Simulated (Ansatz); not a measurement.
WC (CsCl type, space group No. 221) under volume change, PBEsol (plane waves, PAW; program Ansatz), scaled uniformly.

```json
[
 {"V (Å³/atom)": "8.998", "E − E(relaxed) (meV/atom)": "115.6", "P (GPa)": "45.23"},
 {"V (Å³/atom)": "9.295", "E − E(relaxed) (meV/atom)": "48.5", "P (GPa)": "27.69"},
 {"V (Å³/atom)": "9.592", "E − E(relaxed) (meV/atom)": "…", "P (GPa)": "…"},
 {"V (Å³/atom)": "9.888", "E − E(relaxed) (meV/atom)": "0.0", "P (GPa)": "0.00"},
 {"V (Å³/atom)": "10.185", "E − E(relaxed) (meV/atom)": "10.3", "P (GPa)": "-10.88"},
 {"V (Å³/atom)": "10.482", "E − E(relaxed) (meV/atom)": "…", "P (GPa)": "…"},
 {"V (Å³/atom)": "10.778", "E − E(relaxed) (meV/atom)": "84.2", "P (GPa)": "-28.08"}
]
```

### Question
Complete the blanks.

### Answer

- 9.592, E − E(relaxed) (meV/atom): 11.5
- 9.592, P (GPa): 12.74
- 10.482, E − E(relaxed) (meV/atom): 39.3
- 10.482, P (GPa): -20.17

### Question
What does a third-order Birch–Murnaghan fit give for V₀, B₀ and B′?

### Answer
V₀ = 9.89 Å³/atom, B₀ = 392 GPa, B′ = 4.3.

Space group Pm-3m (CsCl type). The cell is a constructed one: a structure type filled with these elements; neither database checked (COD, Materials Project) lists it. It is not the phase usual at ambient conditions (space group No. 187). The PBEsol relaxation kept the symmetry of its start; of distortions, only those at the zone centre were tested. No spin polarisation was allowed. Spin–orbit coupling is left out wherever it is not named.

Potentials: the earlier of the program's two PAW sets.
